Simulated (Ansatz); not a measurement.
Ga₂BiAs in space group P-4m2 (No. 115; Ga on 2g, Bi on 1a, As on 1c) under volume change, LDA (plane waves, PAW; program Ansatz), shape and atoms relaxed at each volume.

| V (Å³/atom) | E − E(relaxed) (meV/atom) | P (GPa) |
|---|---|---|
| 23.762 | 44.5 | 6.63 |
| 24.545 | 18.6 | 4.03 |
| 25.328 | 4.4 | 1.85 |
| 26.112 | 0.0 | 0.00 |
| 26.895 | 3.9 | -1.55 |
| 27.678 | 14.8 | -2.86 |
| 28.462 | 31.6 | -3.97 |

What does a third-order Birch–Murnaghan fit give for V₀, B₀ and B′?

V₀ = 26.11 Å³/atom, B₀ = 56.3 GPa, B′ = 4.7.

The first step of the workflow began from a Materials Project structure, measured or hypothetical; the Crystallography Open Database copy checked does not list it. Whether it is the stable phase at ambient conditions was not checked. Symmetry was held in the LDA relaxation; of distortions, only those at the zone centre were tested. Scalar-relativistic: spin–orbit coupling is off unless named, which matters more the heavier the elements.

Potentials: the later of the program's two PAW sets.
